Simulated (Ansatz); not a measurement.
# Course of a relaxation: Si2N

The guess for Si2N was made by a generator: 3-, 4-connected net, elements by coordination (Immm, No. 71). Lengths were set from tabulated atomic sizes, so they are only a guess.

```cif
data_structure
_symmetry_space_group_name_H-M 'P 1'
_symmetry_Int_Tables_number 1
_cell_length_a 4.8213
_cell_length_b 4.8213
_cell_length_c 4.8213
_cell_angle_alpha 146.311
_cell_angle_beta 121.197
_cell_angle_gamma 69.510
_cell_volume 52.40
loop_
_atom_site_label
_atom_site_type_symbol
_atom_site_fract_x
_atom_site_fract_y
_atom_site_fract_z
_atom_site_occupancy
Si1 Si 0.89157 0.21019 0.68138 1
Si2 Si 0.47119 0.78981 0.68138 1
Si3 Si 0.52881 0.21019 0.31862 1
Si4 Si 0.10843 0.78981 0.31862 1
N1 N 0.32903 0.00000 0.32903 1
N2 N 0.67097 0.00000 0.67097 1
```

The calculation used DFT PBE, scalar-relativistic, plane waves, PAW in Ansatz. Cutoff 420 eV, Gaussian smearing, Γ-centred meshes. Cell and atoms relax first on a coarse mesh and then on a finer one. In between, the cell is made exact in the group found at 0.06 Å. In metals the finer mesh still leaves noise of several meV/atom or more. The steps can't lower the symmetry of their start. No spin polarisation in the relaxation; trial moments died out in a coarse test.

Steps on the 8×8×8 mesh (6 atoms, 21 steps). The free energy counts from the last step; some steps are skipped; the plane-wave basis is renewed at times, which shifts energy and pressure.

```csv
step,ΔF (meV/atom),V (Å³/atom),P (GPa),largest force component (eV/Å)
1,6194.6,8.73,291.27,16.542
2,4031.4,9.75,195.18,10.958
3,2166.3,11.17,107.90,5.103
4,1318.6,12.37,60.82,2.006
5,872.2,13.38,29.61,2.413
6,554.8,14.73,3.81,1.638
7,414.9,15.58,-2.88,1.541
8,310.0,16.07,-4.16,0.708
9,276.1,16.34,-3.38,0.296
10,269.6,15.99,-0.83,0.155
12,267.1,15.78,-0.10,0.026
13,89.8,15.78,8.15,0.136
14,37.4,16.93,4.38,0.116
15,16.1,17.80,1.72,0.024
16,11.7,18.49,0.07,0.042
17,11.9,18.48,0.20,0.072
18,11.5,18.50,0.04,0.010
19,0.7,18.50,0.51,0.008
20,0.3,18.71,0.14,0.006
21,0.0,18.71,0.15,0.006
```

The relaxed structure, after a last relaxation on the converged mesh:

Space group Immm (No. 71). a = 3.859 Å, b = 6.597 Å, c = 8.866 Å, α = 90.00°, β = 90.00°, γ = 90.00°
```
atom  site  symmetry       x       y       z
  Si    8l       m..  0.0000  0.6885  0.1808
   N    4g       m2m  0.0000  0.2526  0.0000
```

The symmetry stays Immm (No. 71). The volume per atom grows by 115.4 %, from 8.7 to 18.8 Å³. The shortest distance goes from 1.62 Å (N–N) to 1.65 Å (Si–N). The energy falls by about 6.2 eV/atom (the start's value is from the coarse mesh). Si is surrounded by 1 N at 1.65 Å and 3 Si at 2.43–2.49 Å; N has 2 Si at 1.65 Å.

* Volume per atom: 18.81 Å³
* Density: 2.06 g/cm³
* Formation energy: +0.11 eV/atom
* Gap on the 12×12×12 mesh of the 6-atom cell: 0 eV (a metal)

The zero of energy is the elements' standard structures at the same level (N₂ as a molecule); no fitted shifts are applied.

The last run used Gaussian smearing of 0.10 eV. A structure relaxed within its symmetry needn't be a true minimum. In all, the 3 runs took 7 min on 1 thread of Arm Neoverse V2, on a shared host.
